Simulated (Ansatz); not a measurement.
TiC:
```yaml
crystal:
  lattice:
    - [3.04167, 0.00000, 0.00000]
    - [-1.52084, 2.63416, 0.00000]
    - [0.00000, 0.00000, 5.38055]
  atoms:
    - { symbol: Ti, position: [0.00000, 0.00000, 0.00000] }
    - { symbol: Ti, position: [0.00000, 0.00000, 0.50000] }
    - { symbol: C, position: [0.33333, 0.66667, 0.25000] }
    - { symbol: C, position: [0.66667, 0.33333, 0.75000] }
```

Relaxed with PBE. Special points in fractions of this cell's reciprocal vectors: Γ (0.000, 0.000, 0.000); M (0.500, 0.000, 0.000); K (0.333, 0.333, 0.000); A (0.000, 0.000, 0.500); L (0.500, 0.000, 0.500); H (0.333, 0.333, 0.500).

Task: List the band energies nearest the Fermi level at these points for PBE in the plane-wave PAW code Ansatz.

Result: In eV from the Fermi level; about four levels below and three above (degenerate sets whole), none deeper than 8.9 eV; points with the same levels are listed once.

```csv
k,below,above
Γ,-5.32 -2.16 -2.16 -1.05,1.17 1.17 1.18 1.18
M,-2.41 -2.32 -1.34 -0.94,0.49 1.36 2.89
K,-3.67 -2.42 -2.42 -0.53,2.13 2.20 2.20
A,-1.11 -1.11 -1.11 -1.11,1.88 1.88 1.88 1.88
L,-1.98 -1.98 -1.36 -1.36,0.67 0.67 3.22 3.22
H,-2.43 -2.43 -2.20 -2.20,1.40 1.40 2.93 2.93
```

Space group P6_3/mmc (NiAs type). The cell is a constructed one: a structure type filled with these elements; neither database checked (COD, Materials Project) lists it. It is not the phase usual at ambient conditions (space group No. 225). The cell was relaxed with PBE under the symmetry of its start; its stability against distortions is not shown here. The run is not spin-polarised.

Potentials: the later of the program's two PAW sets.
